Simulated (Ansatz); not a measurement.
What a change of settings does: Si₂Mo (MoSi2 type)

First run: DFT, r2SCAN, PAW with Ansatz's default frozen-core files, scalar-relativistic (Ansatz 0.2.0).

Command: `ansatz run input.yaml --threads 1 --pin off --max-ram 3072MiB --backend cpu --events-out ev --progress --plain --runs-dir out` It took 21 s on 1 thread of Intel(R) Xeon(R) Processor @ 2.50GHz (Skylake/Cascade Lake), with other jobs on the host, peak memory 0.52 GiB.

```yaml
crystal:
  lattice:
    - [-1.3419167316, 1.3419167316, 3.4493817088]
    - [1.3419167316, -1.3419167316, 3.4493817088]
    - [1.3419167316, 1.3419167316, -3.4493817088]
  atoms:
    - { symbol: Mo, position: [0.0, 0.0, 0.0] }
    - { symbol: Si, position: [0.3299081148, 0.3299081148, 0.0] }
    - { symbol: Si, position: [-0.3299081148, -0.3299081148, 0.0] }
kpoints:
  mp_grid: { grid: [14, 14, 14] }
scf:
  occupations: { method: fermi_dirac, width: 0.1 }
hamiltonian:
  xc: r2scan
  pseudopotentials: { kind: paw, partial_waves: polarizable }
output:
  forces: true
  stress: true
  eigenvalues: true
```

The cell comes from a relaxation on PAW files under the same functional, begun from a prototype that needn't be the stable phase.

This run: volume at 0.62 of the series' base cell, partial waves polarizable.

It converges in 6 SCF iterations at a pressure of 282.8 GPa, cutoff 500 eV.

The input is then changed:

```diff
 scf:
-  occupations: { method: fermi_dirac, width: 0.1 }
+  occupations: { method: fermi_dirac, width: 0.025 }
+  mixing: { preconditioner: ldos }
+  lower_state_search: standard
 hamiltonian:
```

Question: What does the second run give?

Answer: It converges in 6 SCF iterations at a pressure of 282.8 GPa, largest force 0.011 eV/Å, cutoff 500 eV, free energy +1.2 meV/atom against the first run's. More than one line changes, and not each need have an effect. Results part of its log:
```
SCF 1 converged in 6 iterations: F = -6238.181181 eV  dr2 = 4.68e-8
  greatest PAW one-centre occupation: 1.002 electrons in one spin orbital (limit 2), on the Mo atom at site 0 (counted from 0), in its partial waves of l = 1
SCF converged after 6 iterations
Free energy (F): -6238.181181 eV
Harris-Foulkes:  -6238.181181 eV  (|F-HF|=2.81e-8)
Internal energy: -6238.180761 eV  (E = F + TS)
E sigma→0 (E₀):  -6238.180971 eV
Entropy (-TS):   -0.000420 eV (-0.140 meV/atom)
Fermi energy:    27.012729 eV
--- Per-component energies (eV) ---
  E_band       = 153.792527
  E_kinetic    = 594.661116
  E_local      = -812.242188  (includes V_loc(G=0)·N_el)
  E_nonlocal   = 207.302998
  E_hartree    = 346.134980
  E_xc         = -306.964260
  E_vxc        = -393.534188  (∫ρ·V_xc dr)
  E_paw        = -4263.277889  (= ΣΔE_a)
  E_vpaw       = -158.087347  (= ΣTr[D̂ρ^β])
  E_aug_tail   = -0.000005  (compensation charges beyond the density's cutoff)
  E_vtau       = 23.424047  (kinetic-family band-sum trace: ∫τ·v_τ [+ j·A + Jᵃ·Aᵃ] dr)
  E_ewald      = -2003.421443
  E_core_change = -0.374070  (= ΣΔE_core)
  E_smearing   = -0.000420  (= −TS)
  E_closure    = -0.000000  (closes the sum)
  Σ components = -6238.181181   (vs F -6238.181181, Δ=0.00e0)
--- Forces (eV/Å), atoms counted from 1 ---
  atom   1  Mo    -0.00000000     0.00000000     0.00000000
  atom   2  Si     0.00000000     0.00000000    -0.01107350
  atom   3  Si    -0.00000000     0.00000000     0.01107350
  max |Σ_I F_I| component: 4.16e-17 eV/Å
--- Stress (GPa, compression-positive) ---
      282.785413       0.000000       0.000000
        0.000000     282.785413       0.000000
        0.000000       0.000000     282.866793
  P = ⅓ Tr σ = 282.8125 GPa (2828.125 kbar)
--- Band table (eV; the first three rows and the last of 244) ---
  k-point 0: bands = ["-35.4243", "-9.5171", "-8.5605", "-8.5605", "8.5444", "16.7108", "20.6428", "22.8270", "22.8270", "23.8902", "27.5716", "28.1092", "33.6168", "33.6168", "34.0647"]
  k-point 1: bands = ["-35.4049", "-9.4966", "-8.6530", "-8.6314", "8.8070", "17.0118", "20.8761", "21.8214", "21.9031", "24.7771", "27.0784", "28.8040", "33.2869", "33.7475", "33.7664"]
  k-point 2: bands = ["-35.3506", "-9.4402", "-8.8949", "-8.8263", "9.5560", "17.8082", "20.1005", "20.8185", "21.5498", "24.9538", "25.5570", "30.8801", "33.0028", "33.4447", "34.1083"]
  k-point 243: bands = ["-35.4129", "-9.7725", "-8.5706", "-8.5706", "11.5818", "13.9314", "19.7040", "22.2228", "25.7118", "25.7118", "27.2801", "27.2801", "28.4113", "32.6904", "33.2848"]
```
